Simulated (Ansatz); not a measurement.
Relaxed-ion elastic tensor of CdS (wurtzite, P6_3mc) in GPa (Voigt order), PBEsol (plane waves, PAW; program Ansatz); density 4.85 g/cm³, 24.71 Å³ per atom.

```tsv
	1	2	3	4	5	6
1	85.8	52.3	45.0	0.0	0.0	0.0
2	52.3	85.8	45.0	0.0	0.0	0.0
3	45.0	45.0	94.7	0.0	0.0	0.0
4	0.0	0.0	0.0	15.0	0.0	0.0
5	0.0	0.0	0.0	0.0	15.0	0.0
6	0.0	0.0	0.0	0.0	0.0	16.7
```

Task: Is the crystal mechanically stable?

Result: Yes: the smallest eigenvalue of C is 15.0 GPa.

Task: Work out the Voigt, Reuss and Hill averages.

Result: K_V = 61.2, K_R = 61.2, K_H = 61.2; G_V = 17.6, G_R = 17.0, G_H = 17.3 GPa.

Task: Give Young's modulus, Poisson's ratio, Pugh's ratio and the universal anisotropy index.

Result: E = 9KG/(3K + G) = 47.5 GPa; ν = 0.37; K/G = 3.53 (ductile by the Pugh limit of 1.75); A_U = 5G_V/G_R + K_V/K_R − 6 = 0.17.

Task: Estimate the sound speeds and the Debye temperature.

Result: v_l = √((K + 4G/3)/ρ) = 4170 m/s, v_t = √(G/ρ) = 1890 m/s, mean 2130 m/s; Θ = (h/k)(3n/4πV)^(1/3) v_m = 218 K.

Task: Solve the Christoffel equation for the three sound speeds along x, y, z.

Result: Eigenvalues of C_ijkl n_j n_l equal ρv² (piezoelectric stiffening left out). In km/s, slowest first: x 1.76, 1.86, 4.20; y 1.76, 1.86, 4.20; z 1.76, 1.76, 4.42.

Task: How much does each axis shrink under pressure?

Result: Linear compressibilities β_i = Σ_j S_ij (j = 1 to 3): x 5.5, y 5.5, z 5.3 per TPa.

The cell was relaxed with PBEsol under the symmetry of its start.

Potentials: the earlier of the program's two PAW sets. The files were generated under PBE; for other functionals the program regenerates the frozen cores, and for LDA and PBEsol the local potential too.
